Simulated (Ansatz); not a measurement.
Space group P-1 (No. 2). a = 3.277 Å, b = 5.633 Å, c = 6.968 Å, α = 98.04°, β = 93.32°, γ = 104.47°
```csv
atom,site,symmetry,x,y,z
Na,2i,1,0.1222,0.7891,0.1736
P,2i,1,0.6103,0.6766,0.7841
P,2i,1,0.9058,0.3022,0.4254
```

Equation of state of this NaP₂ structure (not necessarily the ground state), with shape and atoms relaxed at each volume where symmetry leaves them free. The calculation used DFT PBE+D3(BJ), scalar-relativistic, plane waves, PAW (Ansatz 0.2.0).

Plane waves to 420 eV, a k mesh through Γ of 8×6×4 on the computed 6-atom cell and Gaussian smearing (0.02 eV); no spin polarisation.

```csv
V (Å³/atom),E − E(largest V) (meV/atom),P (GPa),gap on mesh (eV)
18.001,27.10,5.87,0.66
18.615,8.33,3.97,0.70
19.229,-3.76,2.38,0.75
19.842,-10.21,1.01,0.80
20.456,-11.89,0.00,0.87
21.683,-9.32,-1.34,1.00
22.502,0.00,-2.33,1.06
```

Does one Birch–Murnaghan curve describe these points?

Not well: the fit leaves 0.53 meV/atom rms, which suggests a change of structure or state along the series.

The cell was found from a structure generator's guess, not taken from experiment.
